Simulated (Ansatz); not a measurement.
Values for one crystal, relaxed and computed with DFT-r²SCAN in the program Ansatz with PAW potentials; other levels are named.

- Volume per atom = 20.34 Å³
- Electronic character = metallic (no gap)
- Density of states at the Fermi level = 0.53 states/eV per atom (mean over ±0.08 eV)
- Formation energy from the elements (no fitted shifts) = -0.55 eV/atom

Task: Which compound is it?
A) YInCu4, F-43m (Y on 4a, In on 4d, Cu on 16e)
B) Y2InNi2, Cmmm (Y on 4j, In on 2a, Ni on 4i)
C) Ti3In, P6_3/mmc (Ti on 6h, In on 2d)
D) InPd2, Pnma (In on 4c, Pd on 4c, Pd on 4c)

Result: B, Y2InNi2, Cmmm (Y on 4j, In on 2a, Ni on 4i)

The first step of the workflow began from a Materials Project structure, measured or hypothetical; the Crystallography Open Database copy checked does not list it. Whether it is the stable phase at ambient conditions was not checked. Symmetry was held in the r²SCAN relaxation; its stability against distortions is not shown here. The run is not spin-polarised. The references are the lowest solids computed at this level, not always the standard phases. Spin–orbit coupling is left out wherever it is not named.

Potentials: the earlier of the program's two PAW sets.
